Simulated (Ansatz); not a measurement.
SrVO3:
```xyz
5
Lattice="3.8406 0.0000 0.0000 0.0000 3.8406 0.0000 0.0000 0.0000 3.8406" Properties=species:S:1:pos:R:3 pbc="T T T"
Sr     0.0000     0.0000     0.0000
V      1.9203     1.9203     1.9203
O      0.0000     1.9203     1.9203
O      1.9203     1.9203     0.0000
O      1.9203     0.0000     1.9203
```
Starting moments (μB, in the order of the atoms Sr V O O O): 0.0 1.1 0.0 0.0 0.0.

Relaxed with r²SCAN.

### Question
Which orbitals make up the states near the Fermi level in r²SCAN (plane waves, PAW; program Ansatz)?

### Answer
Within 0.5 eV of the Fermi level: V 3d 73 %, O 2p 24 %. Projections are on Löwdin-orthogonalised atomic valence shells; empty p or d shells of many metals are not among them.

### Question
Tabulate the density of states.

### Answer
States/eV per cell of 5 atoms, in 0.25 eV bins, energy from the Fermi level.

```csv
E (eV),total,O 2p,V 3d,O 2s
-7.50,0.00,0.00,0.00,0.00
-7.25,0.36,0.29,0.03,0.00
-7.00,2.79,2.08,0.48,0.01
-6.75,3.52,2.52,0.78,0.01
-6.50,3.93,2.70,1.04,0.01
-6.25,3.75,2.67,0.88,0.02
-6.00,3.90,2.85,0.84,0.03
-5.75,4.64,3.52,0.88,0.03
-5.50,6.77,5.47,0.96,0.03
-5.25,5.79,4.77,0.75,0.02
-5.00,2.62,2.00,0.51,0.01
-4.75,2.10,1.64,0.37,0.01
-4.50,1.74,1.41,0.26,0.01
-4.25,1.95,1.65,0.20,0.02
-4.00,2.86,2.50,0.18,0.03
-3.75,2.58,2.33,0.13,0.02
-3.50,4.63,4.22,0.22,0.03
-3.25,5.67,5.21,0.27,0.04
-3.00,5.29,4.92,0.20,0.03
-2.75,3.06,2.92,0.06,0.01
-2.50,2.17,2.12,0.01,0.00
-2.25,1.79,1.76,0.00,0.00
-2.00,0.08,0.08,0.00,0.00
-1.75,0.00,0.00,0.00,0.00
-1.50,0.09,0.00,0.08,0.00
-1.25,0.37,0.04,0.33,0.00
-1.00,0.50,0.08,0.41,0.00
-0.75,0.63,0.12,0.50,0.00
-0.50,0.79,0.17,0.61,0.00
-0.25,1.05,0.25,0.78,0.00
0.00,1.41,0.35,1.02,0.00
0.25,2.54,0.58,1.89,0.00
0.50,3.96,0.93,2.89,0.00
0.75,2.09,0.41,1.59,0.00
1.00,1.06,0.16,0.87,0.00
1.25,1.15,0.16,0.95,0.01
1.50,1.81,0.25,1.47,0.04
1.75,2.71,0.44,2.15,0.05
2.00,3.69,0.59,2.88,0.09
2.25,2.50,0.37,1.91,0.11
2.50,1.42,0.20,1.06,0.10
2.75,1.06,0.16,0.77,0.10
3.00,1.03,0.17,0.73,0.09
3.25,0.85,0.17,0.59,0.07
3.50,0.83,0.19,0.55,0.06
3.75,0.90,0.22,0.59,0.06
4.00,0.92,0.25,0.59,0.05
4.25,1.10,0.28,0.63,0.05
4.50,1.21,0.30,0.62,0.05
4.75,1.27,0.31,0.59,0.04
```

Space group Pm-3m (cubic perovskite). The r²SCAN relaxation kept the symmetry of its start. Spin order of the final state: ferromagnetic, chosen from 3 collinear starts compared on coarse meshes (ties went to the first, and starts can fall back to one state), not a proven ground state. Other orbital occupations within this spin state were not tried. No Hubbard U is applied. The compound may be a true metal, but semilocal functionals without U, or a wrong spin order, can also close a gap. Spin–orbit coupling is left out wherever it is not named.

Potentials: the later of the program's two PAW sets.
